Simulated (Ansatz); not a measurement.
An elastic tensor (GPa, Voigt order, standard axes) from the program Ansatz at the PBE level (PAW):

```json
[
 {"": "1", "1": "314", "2": "98.9", "3": "98.9", "4": "0.0", "5": "0.0", "6": "0.0"},
 {"": "2", "1": "98.9", "2": "314", "3": "98.9", "4": "0.0", "5": "0.0", "6": "0.0"},
 {"": "3", "1": "98.9", "2": "98.9", "3": "314", "4": "0.0", "5": "0.0", "6": "0.0"},
 {"": "4", "1": "0.0", "2": "0.0", "3": "0.0", "4": "110", "5": "0.0", "6": "0.0"},
 {"": "5", "1": "0.0", "2": "0.0", "3": "0.0", "4": "0.0", "5": "110", "6": "0.0"},
 {"": "6", "1": "0.0", "2": "0.0", "3": "0.0", "4": "0.0", "5": "0.0", "6": "110"}
]
```

Problem. Pick the material that matches.
A) SrTiO3, cubic perovskite
B) KZnF3, cubic perovskite
C) CsPbCl3, cubic perovskite
D) Ag2O, Pn-3m (Ag on 4c, O on 2a)

Solution. A, SrTiO3, cubic perovskite

Space group Pm-3m (cubic perovskite). The cell was relaxed with PBE under the symmetry of its start. At this level the phase is dynamically unstable (imaginary phonons). No spin polarisation was allowed.

Potentials: the later of the program's two PAW sets.
